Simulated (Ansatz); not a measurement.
Computed properties of SiO₂

SiO$_{2}$:
```
SiO2
1.0
    7.52851     0.00000     0.00000
    0.00000     7.52851     0.00000
    0.00000     0.00000     8.63842
Si O
12 24
Direct
  0.91491   0.08509   0.25000
  0.41491   0.41491   0.00000
  0.08509   0.91491   0.75000
  0.58509   0.58509   0.50000
  0.38070   0.82495   0.99930
  0.67505   0.88070   0.74930
  0.61930   0.17505   0.49930
  0.32495   0.11930   0.24930
  0.88070   0.67505   0.25070
  0.17505   0.61930   0.50070
  0.11930   0.32495   0.75070
  0.82495   0.38070   0.00070
  0.37507   0.94209   0.15453
  0.55791   0.87507   0.90453
  0.62493   0.05791   0.65453
  0.44209   0.12493   0.40453
  0.87507   0.55791   0.09547
  0.05791   0.62493   0.34547
  0.12493   0.44209   0.59547
  0.94209   0.37507   0.84547
  0.38106   0.61650   0.45202
  0.88350   0.88106   0.20202
  0.61894   0.38350   0.95202
  0.11650   0.11894   0.70202
  0.88106   0.88350   0.79798
  0.38350   0.61894   0.04798
  0.11894   0.11650   0.29798
  0.61650   0.38106   0.54798
  0.79400   0.13594   0.39699
  0.36406   0.29400   0.14699
  0.20600   0.86406   0.89699
  0.63594   0.70600   0.64699
  0.29400   0.36406   0.85301
  0.86406   0.20600   0.10301
  0.70600   0.63594   0.35301
  0.13594   0.79400   0.60301
```

Space group P4_32_12 (No. 96); conventional cell a = 7.5285 Å, b = 7.5285 Å, c = 8.6384 Å, α = 90.00°, β = 90.00°, γ = 90.00°.

Method: DFT-r²SCAN in the program Ansatz with PAW potentials. Geometry: relaxed at this level of theory. Other levels are named where they apply.

**Cell and energy**

Volume per atom: 13.60 Å³
Density: 2.45 g/cm³
Formation energy from the elements (no fitted shifts): -2.98 eV/atom

**Electronic structure**

* **Band gap**: 6.36 eV (indirect)
* **Valence-band maximum**: at X
* **Conduction-band minimum**: at Γ
* **Smallest direct gap on the standard path**: 6.40 eV
* **Electron effective mass**: 0.53 mₑ (isotropic)
* **HSE06 gap on the r²SCAN cell**: 7.57 eV

**Charges**

- Bader charges = Si +3.37, O -1.69 to -1.68 e

The first step of the workflow began from a Materials Project structure, measured or hypothetical; the Crystallography Open Database files this formula in space group No. 96, but the cells were not matched. It is not the phase usual at ambient conditions (space group No. 92, 152, 154). The r²SCAN relaxation kept the symmetry of its start; its stability against distortions is not shown here. The references are the lowest solids computed at this level, not always the standard phases (solids in place of the gases).

Potentials: the earlier of the program's two PAW sets.
